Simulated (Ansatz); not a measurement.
## Band structure of Tl

```
Tl
1.0
     3.45600    0.00000    0.00000
    -1.72800    2.99298    0.00000
     0.00000    0.00000    5.52500
Tl
2
Cartesian
  0.0000 1.9953 1.3813
  1.7280 0.9977 4.1438
```

Atom numbers follow the list: Tl1, Tl2.

Structure: COD 9008519, as refined from experiment and not relaxed.

Spin–orbit coupling is left out, though it moves levels of the heavy atoms by tenths of an eV or more.

These are results of DFT, LDA, all-electron LAPW, scalar-relativistic in Ansatz 0.2.0, not measurements.

Numerical set-up: a Γ-centred 11×11×6 k mesh, Fermi–Dirac smearing of 0.05 eV, basis error target 0.5 meV/atom, no spin polarisation.

Points in fractions of the reciprocal vectors of this cell: Γ (0, 0, 0), M (0.5, 0, 0), K (0.333, 0.333, 0), A (0, 0, 0.5), L (0.5, 0, 0.5), H (0.333, 0.333, 0.5). The path joins them by straight lines in the order Γ–M–K–Γ–A–L–H–A–L; legs that retrace an earlier one aren't tabulated. Energies are in eV from the Fermi level.

Task: Metal or insulator at this level of theory?

Result: No gap opens: metallic or semimetallic.

Task: Tabulate bands 32 to 38, counted from the lowest band of the run, along the path.

Result: 
| k (1/Å) | point | band 32 | band 33 | band 34 | band 35 | band 36 | band 37 | band 38 |
| --- | --- | --- | --- | --- | --- | --- | --- | --- |
| 0.00 | Γ | -10.95 | -10.03 | -5.11 | -2.79 | 7.96 | 7.96 | 10.05 |
| 0.15 |  | -10.95 | -9.94 | -5.05 | -2.67 | 6.82 | 7.50 | 9.16 |
| 0.30 |  | -10.94 | -9.64 | -4.87 | -2.30 | 4.83 | 6.62 | 7.97 |
| 0.45 |  | -10.93 | -9.14 | -4.56 | -1.71 | 2.80 | 5.74 | 6.37 |
| 0.60 |  | -10.92 | -8.44 | -4.15 | -0.95 | 0.95 | 4.58 | 4.97 |
| 0.75 |  | -10.91 | -7.55 | -3.81 | -0.50 | -0.05 | 2.85 | 4.38 |
| 0.90 |  | -10.90 | -6.53 | -4.07 | -0.97 | 0.87 | 1.36 | 4.01 |
| 1.05 | M | -10.90 | -5.78 | -4.69 | -0.68 | 0.53 | 1.38 | 3.87 |
| 1.14 |  | -10.90 | -5.75 | -4.66 | -0.67 | 0.57 | 1.42 | 3.62 |
| 1.22 |  | -10.91 | -5.68 | -4.60 | -0.65 | 0.68 | 1.53 | 3.01 |
| 1.31 |  | -10.92 | -5.56 | -4.52 | -0.65 | 0.87 | 1.72 | 2.34 |
| 1.40 |  | -10.93 | -5.40 | -4.42 | -0.72 | 1.13 | 1.80 | 1.98 |
| 1.48 |  | -10.94 | -5.18 | -4.36 | -0.92 | 1.45 | 1.53 | 2.32 |
| 1.57 |  | -10.94 | -4.92 | -4.39 | -1.15 | 1.56 | 1.77 | 2.71 |
| 1.66 | K | -10.94 | -4.61 | -4.61 | -1.26 | 1.80 | 1.80 | 2.82 |
| 1.83 |  | -10.93 | -5.57 | -3.97 | -0.82 | 0.73 | 2.02 | 2.67 |
| 2.00 |  | -10.93 | -6.78 | -3.62 | 0.27 | 0.29 | 0.78 | 3.88 |
| 2.18 |  | -10.93 | -7.91 | -3.88 | -0.38 | 1.05 | 1.75 | 5.36 |
| 2.35 |  | -10.93 | -8.84 | -4.38 | -1.37 | 2.62 | 3.49 | 7.02 |
| 2.52 |  | -10.94 | -9.51 | -4.78 | -2.14 | 4.56 | 5.39 | 8.57 |
| 2.69 |  | -10.95 | -9.91 | -5.03 | -2.63 | 6.63 | 7.17 | 9.27 |
| 2.87 | Γ | -10.95 | -10.03 | -5.11 | -2.79 | 7.96 | 7.96 | 10.05 |
| 2.95 |  | -10.96 | -10.01 | -5.36 | -2.49 | 7.98 | 7.98 | 10.02 |
| 3.03 |  | -10.96 | -9.92 | -5.90 | -1.78 | 8.05 | 8.05 | 9.50 |
| 3.11 |  | -10.97 | -9.78 | -6.50 | -0.90 | 8.16 | 8.16 | 8.31 |
| 3.19 |  | -10.99 | -9.58 | -7.09 | 0.07 | 7.06 | 8.31 | 8.31 |
| 3.27 |  | -11.01 | -9.31 | -7.64 | 1.12 | 5.81 | 8.49 | 8.49 |
| 3.36 |  | -11.03 | -8.98 | -8.15 | 2.23 | 4.58 | 8.71 | 8.71 |
| 3.44 | A | -11.07 | -8.60 | -8.60 | 3.38 | 3.38 | 8.94 | 8.94 |
| 3.59 |  | -11.07 | -8.50 | -8.50 | 3.43 | 3.43 | 7.97 | 7.97 |
| 3.74 |  | -11.07 | -8.20 | -8.20 | 3.52 | 3.52 | 6.22 | 6.22 |
| 3.89 |  | -11.06 | -7.71 | -7.71 | 3.11 | 3.11 | 5.00 | 5.00 |
| 4.04 |  | -11.04 | -7.03 | -7.03 | 1.62 | 1.62 | 5.05 | 5.05 |
| 4.19 |  | -10.99 | -6.19 | -6.19 | -0.05 | -0.05 | 5.51 | 5.51 |
| 4.34 |  | -10.94 | -5.27 | -5.27 | -1.50 | -1.50 | 5.68 | 5.68 |
| 4.49 | L | -10.92 | -4.72 | -4.72 | -2.23 | -2.23 | 5.56 | 5.56 |
| 4.57 |  | -10.92 | -4.70 | -4.70 | -2.19 | -2.19 | 4.98 | 4.98 |
| 4.66 |  | -10.93 | -4.65 | -4.65 | -2.08 | -2.08 | 4.06 | 4.06 |
| 4.75 |  | -10.93 | -4.55 | -4.55 | -1.88 | -1.88 | 3.08 | 3.08 |
| 4.83 |  | -10.93 | -4.43 | -4.43 | -1.63 | -1.63 | 2.12 | 2.12 |
| 4.92 |  | -10.94 | -4.29 | -4.29 | -1.32 | -1.32 | 1.25 | 1.25 |
| 5.01 |  | -10.94 | -4.16 | -4.16 | -1.01 | -1.01 | 0.56 | 0.56 |
| 5.09 | H | -10.94 | -4.09 | -4.09 | -0.87 | -0.87 | 0.26 | 0.26 |
| 5.27 |  | -10.93 | -4.48 | -4.48 | -0.85 | -0.85 | 0.99 | 0.99 |
| 5.44 |  | -10.91 | -5.47 | -5.47 | -0.03 | -0.03 | 2.23 | 2.23 |
| 5.61 |  | -10.94 | -6.53 | -6.53 | 1.33 | 1.33 | 3.62 | 3.62 |
| 5.78 |  | -11.02 | -7.42 | -7.42 | 2.84 | 2.84 | 4.78 | 4.78 |
| 5.96 |  | -11.06 | -8.07 | -8.07 | 3.52 | 3.52 | 5.91 | 5.91 |
| 6.13 |  | -11.07 | -8.46 | -8.46 | 3.45 | 3.45 | 7.76 | 7.76 |
| 6.30 | A | -11.07 | -8.60 | -8.60 | 3.38 | 3.38 | 8.94 | 8.94 |
